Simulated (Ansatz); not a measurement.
## Si₃Ge (ordering on diamond) under strain

An ordered 4-atom cell of Si₃Ge on the diamond lattice (P-4m2), relaxed with r2SCAN in the plane-wave code Ansatz. Space group P-4m2 (No. 115), tetragonal; conventional cell a = 3.888 Å, c = 5.484 Å, 20.72 Å³ an atom. Si is surrounded by 2 Si at 2.36 Å and 2 Ge at 2.39 Å; Si is surrounded by 4 Si at 2.36 Å; Ge is surrounded by 4 Si at 2.39 Å.

The axes x, y and z are those of this cell:
```
CELL_PARAMETERS angstrom
3.88810 0.00000 0.00000
0.00000 3.88810 0.00000
0.00000 0.00000 5.48368
ATOMIC_POSITIONS crystal
Si 0.50000 0.00000 0.75488
Si 0.50000 0.50000 0.00000
Si 0.00000 0.50000 0.24512
Ge 0.00000 0.00000 0.50000
```

Unstrained: The PBE gap is indirect, 0.381 eV (Γ to M), below the direct gap of 0.634 eV at Γ. The r2SCAN gap is indirect, 0.569 eV (Γ to M), below the direct gap of 0.841 eV at Γ. With HSE06 the valence top lies at Γ and the conduction bottom at M, 0.950 eV higher; the smallest vertical gap, at Γ, is 1.222 eV. Meshes: PBE 6×6×6, r2SCAN 6×6×6, HSE06 4×4×4. Strains are changes of length per length. After each strain the atoms were relaxed again with r2SCAN within the symmetry that the strain leaves, so tilts or polar shifts that break it weren't tested; points keep the names that they have in the unstrained zone. These are computed values for a spin-unpolarised cell that may be hypothetical; none is a measurement.

Changes of the least gap in eV (an overlap counts as a negative gap):
```json
{"strain": "isotropic +3.88 % on every length", "volume change (%)": "+12.1", "space group": "P-4m2", "PBE": "+0.197", "r2SCAN": "+0.188", "HSE06": "+0.175", "energy rise, r2SCAN (meV/atom)": "70.0"}
{"strain": "uniaxial +5.06 % along z", "volume change (%)": "+5.1", "space group": "P-4m2", "PBE": "-0.154", "r2SCAN": "-0.176", "HSE06": "-0.167", "energy rise, r2SCAN (meV/atom)": "25.1"}
```

Isotropic +3.88 % on every length. HSE06: the gap goes from 0.950 to 1.125 eV (+0.175 eV); with r2SCAN the top three valence levels at Γ, grouped 2+1 from the top over 26 meV, become 2+1 over 11 meV. Stress change with r2SCAN, compression positive: xx -8.08, yy -8.08, zz -8.03 GPa. For HSE06, dE_g/d ln V = 1.5 eV over this step.

Uniaxial +5.06 % along z, other directions held. HSE06: the gap goes from 0.950 to 0.783 eV (-0.167 eV); with r2SCAN the top three valence levels at Γ, grouped 2+1 from the top over 26 meV, become 2+1 over 397 meV. Stress change with r2SCAN, compression positive: xx -2.30, yy -2.30, zz -7.54 GPa.

Spin-orbit coupling is left out.

The meshes of the hybrids are coarse, so their gaps aren't converged to the digits shown.

The splittings at Γ are without spin-orbit coupling, which regroups them where it is of like size or larger.
